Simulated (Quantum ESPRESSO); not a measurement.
# Moving one atom in Ga3MgN4

The results below are calculated, not measured. They come from pw.x of Quantum ESPRESSO 7.5, a plane-wave density functional program, with PseudoDojo standard norm-conserving files (v0.5 for PBE, v0.4.1 for LDA and PBEsol). The cells are made up: elements, strain and atom displacements were drawn at random, and nothing was relaxed. There is no spin polarisation, spin-orbit coupling or dispersion term.

The cell has 8 sites of a rocksalt lattice. Sites 1 to 4 hold Ga Mg Ga Ga; sites 5 to 8 hold N N N N. Cell vectors in Å: (4.206, 0.011, 0.059); (0.011, 4.285, 0.058); (0.059, 0.058, 4.168). Settings: PBE, cutoff 1143 eV, 6 x 6 x 6 k mesh shifted by half a step, Fermi-Dirac smearing of 0.1 eV.

Each run shifts the N atom on site 5 along x and leaves all else fixed. Site 1 is one of its nearest neighbours. E is the free energy of the cell above the lowest run shown.

```
run,shift (Å),Fx on site 5 (eV/Å),Fx on site 1 (eV/Å),P (GPa),E (meV)
1,-0.1656,1.236,-0.846,13.25,38.2
2,-0.1468,0.985,-0.728,13.05,17.4
4,0.0083,-0.685,-0.129,12.50,0.0
5,0.0732,-1.363,0.101,12.82,66.1
6,0.1113,-1.810,0.283,13.16,126.4
7,0.1450,-2.254,0.491,13.57,194.7
3,-0.0654,?,?,?,?
```

A rerun of one of these cells at 1437 eV and k mesh 8 x 8 x 8 moved values by no more than 0.003 eV in the cell's energy, 0.13 GPa in stress and 0.006 eV/Å in force.

## Worked fit

A parabola through the six runs shown gives Fx on site 5 = -0.568 - 11.10 u - 2.3 u² eV/Å, with u in Å and a scatter of 0.038 eV/Å. Minus the slope, 11.10 ± 1.17 eV/Å², is this atom's force constant along x at u = 0, with its periodic images moving too. The fitted force vanishes at u = -0.052 Å, where the energy should be lowest along this line. The error is the larger of the fit's own and the change that a cubic makes, rounded up.

## Withheld run

Question: what Fx on site 5 should run 3 give?

The fit gives 0.148 eV/Å. The calculation gave 0.054 eV/Å.

| run | shift (Å) | Fx on site 5 (eV/Å) | Fx on site 1 (eV/Å) | P (GPa) | E (meV) |
| --- | --- | --- | --- | --- | --- |
| 3 | -0.0654 | 0.054 | -0.362 | 12.52 | -23.5 |